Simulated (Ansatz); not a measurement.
# Pt (Im-3m), two-dimensional strain map

Theory: DFT LDA, scalar-relativistic, plane waves, PAW in Ansatz. The runs took a 520 eV cutoff, a Γ-centred 22×22×22 mesh and Gaussian smearing (0.15 eV). Spin–orbit coupling is left out, which can shift energies with elements as heavy as these. No spin polarisation. Energies are free energies at this smearing, counted from the undisturbed cell; pressure is positive in compression.

Zero of the scan (as given, not relaxed at this level; it stands at -15.9 GPa; this bcc form isn't the usual structure):

```
CELL_PARAMETERS angstrom
-1.58422 1.58422 1.58422
1.58422 -1.58422 1.58422
1.58422 1.58422 -1.58422
ATOMIC_POSITIONS crystal
Pt 0.00000 0.00000 0.00000
```

The cell is strained by p along both x and y and by q along z, fractional coordinates fixed. Points are written (p, q).

p was sampled at -0.030, -0.015, 0.000, 0.015, 0.030 and q at -0.030, -0.015, 0.000, 0.015, 0.030.

Question: Where on the computed points is the energy highest, and how high?

Answer: At (0.030, 0.030): 217.6 meV/atom.

Question: Away from (0, 0), which computed point is lowest?

Answer: (-0.030, 0.000): -55.2 meV/atom.

The map, in meV/atom:

```csv
p \ q,-0.030,-0.015,0.000,0.015,0.030
-0.030,-41.2,-50.8,-55.2,-54.6,-49.2
-0.015,-52.8,-47.5,-37.9,-24.4,-7.1
0.000,-40.7,-22.0,0.0,25.2,53.3
0.015,-8.2,22.4,55.6,91.2,129.0
0.030,42.1,83.2,126.3,171.2,217.6
```

Cost: 25 runs of about 3.5 core-minutes in all, on Arm Neoverse V2 (shared hosts).